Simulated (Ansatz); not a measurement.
Zr2Ga:
Space group I4/mcm (No. 140); a = b = 6.704 Å, c = 5.435 Å, α = β = γ = 90.00°

```
atom  site  symmetry       x       y       z
----  ----  --------  ------  ------  ------
Zr      8h      m.2m  0.1539  0.3461  0.0000
Ga      4a       422  0.0000  0.0000  0.2500
```
(The calculation used a cell of 6 atoms; values per cell refer to that cell.)

Relaxed with r²SCAN.

Task: Which orbitals make up the states near the Fermi level in r²SCAN in the plane-wave PAW code Ansatz?

Result: Within 0.5 eV of the Fermi level: Zr 4d 77 %, Ga 4p 13 %. Projections are on Löwdin-orthogonalised atomic valence shells; empty p or d shells of many metals are not among them.

Task: Tabulate the density of states.

Result: States/eV per cell of 6 atoms, in 0.25 eV bins, energy from the Fermi level.

```csv
E (eV),total,Zr 4d,Ga 4p,Zr 5s
-7.85,1.54,0.15,0.09,0.36
-7.60,1.55,0.18,0.14,0.28
-7.35,1.45,0.19,0.18,0.19
-7.10,1.32,0.20,0.24,0.16
-6.85,0.54,0.09,0.11,0.05
-6.60,1.00,0.18,0.22,0.10
-6.35,0.76,0.15,0.18,0.07
-6.10,0.71,0.16,0.17,0.05
-5.85,0.68,0.16,0.16,0.05
-5.60,0.65,0.17,0.15,0.04
-5.35,0.63,0.18,0.14,0.03
-5.10,0.63,0.19,0.13,0.03
-4.85,0.65,0.22,0.12,0.02
-4.60,0.77,0.30,0.10,0.02
-4.35,0.86,0.29,0.14,0.08
-4.10,0.89,0.20,0.25,0.21
-3.85,0.98,0.17,0.35,0.30
-3.60,1.49,0.30,0.55,0.45
-3.35,1.94,0.50,0.73,0.52
-3.10,2.50,0.83,0.88,0.56
-2.85,2.58,1.01,0.90,0.47
-2.60,2.64,1.08,0.93,0.42
-2.35,2.55,1.15,0.88,0.34
-2.10,3.25,1.72,0.97,0.38
-1.85,3.13,1.81,0.81,0.36
-1.60,2.48,1.41,0.70,0.25
-1.35,3.46,2.07,0.85,0.36
-1.10,7.66,5.23,1.75,0.39
-0.85,10.30,7.59,2.07,0.20
-0.60,11.14,8.16,2.01,0.34
-0.35,9.98,7.66,1.45,0.39
-0.10,5.98,4.62,0.75,0.33
0.15,4.45,3.40,0.55,0.26
0.40,3.20,2.51,0.35,0.15
0.65,2.13,1.79,0.18,0.07
0.90,3.17,2.68,0.18,0.15
1.15,3.25,2.77,0.17,0.15
1.40,3.48,3.03,0.14,0.14
1.65,4.50,4.06,0.11,0.12
1.90,5.59,5.19,0.13,0.07
2.15,3.98,3.63,0.17,0.04
2.40,4.51,4.10,0.24,0.04
2.65,5.03,4.60,0.24,0.05
2.90,3.62,3.32,0.17,0.04
3.15,2.65,2.41,0.14,0.02
3.40,4.26,3.88,0.19,0.06
3.65,6.02,5.46,0.26,0.10
3.90,6.54,5.96,0.26,0.10
4.15,8.75,8.07,0.27,0.09
4.40,4.50,4.06,0.15,0.05
```

The first step of the workflow began from a Materials Project structure, measured or hypothetical; the Crystallography Open Database files this formula in space group No. 140, but the cells were not matched. Whether it is the stable phase at ambient conditions was not checked. The r²SCAN relaxation kept the symmetry of its start; its stability against distortions is not shown here. The run is not spin-polarised. Axis ratios of metals converge slowly with the k-mesh, so a and c are less sure than the volume. Spin–orbit coupling is left out wherever it is not named.

Potentials: the later of the program's two PAW sets.
